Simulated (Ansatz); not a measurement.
Values for one crystal, relaxed and computed with DFT-r²SCAN in the program Ansatz with PAW potentials; other levels are named.

Volume per atom: 20.07 Å³
Electronic character: metallic (no gap)
Pressure derivative B′: 3.8
Formation energy from the elements (no fitted shifts): -0.71 eV/atom
Bulk modulus (Birch–Murnaghan fit): 87.8 GPa
Density of states at the Fermi level: 0.20 states/eV per atom (mean over ±0.08 eV)
Gap with spin–orbit coupling: none (metallic)

Question: Which of these materials gives this?
(A) GeMo, rock salt
(B) YCo2Ge2, I4/mmm (Y on 2a, Co on 4d, Ge on 4e)
(C) Sc3SnB, anti-perovskite
(D) ZrB2, P6/mmm (Zr on 1a, B on 2d)

Answer: C, Sc3SnB, anti-perovskite

Space group Pm-3m (anti-perovskite). The workflow started from an entry of the Crystallography Open Database (COD). Whether it is the stable phase at ambient conditions was not checked. Symmetry was held in the r²SCAN relaxation; whether a distortion lowers the energy is not shown. The run is not spin-polarised. The references are the lowest solids computed at this level, not always the standard phases. Scalar-relativistic: spin–orbit coupling is off unless named, which matters more the heavier the elements.

Potentials: the later of the program's two PAW sets.
